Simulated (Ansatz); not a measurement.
**SrC₂N₂O₂: ⁸⁷Sr NMR of the central transition**

Cell: a diffraction structure from the COD, ions relaxed with PBE at fixed cell.

Space group R3c:H (No. 161); a = 11.8620, c = 12.6980 Å, γ = 120.00°.

```csv
site,Wyckoff,site symmetry,x,y,z
Sr,18b,1,0.0050,0.6483,0.6206
C7,18b,1,0.9773,0.8785,0.7627
C13,18b,1,0.9571,0.8726,0.5028
N19,18b,1,0.0449,0.1317,0.5044
N25,18b,1,0.1020,0.9762,0.7617
O31,18b,1,0.9121,0.7485,0.4970
O37,18b,1,0.5748,0.8599,0.4341
```

One atom of each set is listed; the run and its k-mesh use a cell of 42 atoms with edges of 8.05, 8.05, 8.05 Å.

Method: Kohn–Sham DFT in Ansatz, r2SCAN, plane waves and PAW, scalar-relativistic, 500 eV cutoff, Γ-centred 3×3×3 k-points, Fermi–Dirac smearing 0.02 eV.

⁸⁷Sr has I = 9/2 and Q = 305.0 mb (Pyykkö 2018); at 18.8 T its Larmor frequency is ν₀ = 34.8 MHz. Only the quadrupole interaction is simulated: positions count from each site's isotropic chemical shift, and shift anisotropy, dipolar and J coupling are left out.

**Question.** Simulate the second-order pattern (static powder, Gaussian broadening 40 kHz) of site Sr (5 O at 2.53–2.79 Å, 2 N at 2.58–2.59 Å; also 1 O at 3.09 Å).

**Answer.** The calculation gives C_Q = -60.0 MHz and η = 0.54, so ν_Q = 2.50 MHz and the centre of gravity lies at -4539 ppm (-158 kHz).

```tsv
offset (kHz)	height
-812.6	0
-780.2	1
-747.9	12
-715.5	33
-683.2	38
-650.8	39
-618.5	40
-586.1	41
-553.8	43
-521.4	44
-489.1	46
-456.7	48
-424.4	51
-392.0	54
-359.7	57
-327.3	61
-295.0	67
-262.6	77
-230.3	94
-197.9	91
-165.6	77
-133.2	71
-100.9	68
-68.5	67
-36.2	66
-3.8	67
28.5	63
60.9	58
93.2	63
125.6	76
157.9	100
190.3	76
222.6	48
255.0	41
287.3	38
319.7	35
352.0	30
384.4	11
416.7	1
449.1	0
```

The largest force is 0.5 eV/Å, so the atoms aren't at the calculated equilibrium and relaxing them would move these values. Without spin–orbit coupling (the program notes it for Sr) the gradients are little affected as a rule: paired runs on crystals with a gap mostly move them by under 2 % at such atoms.
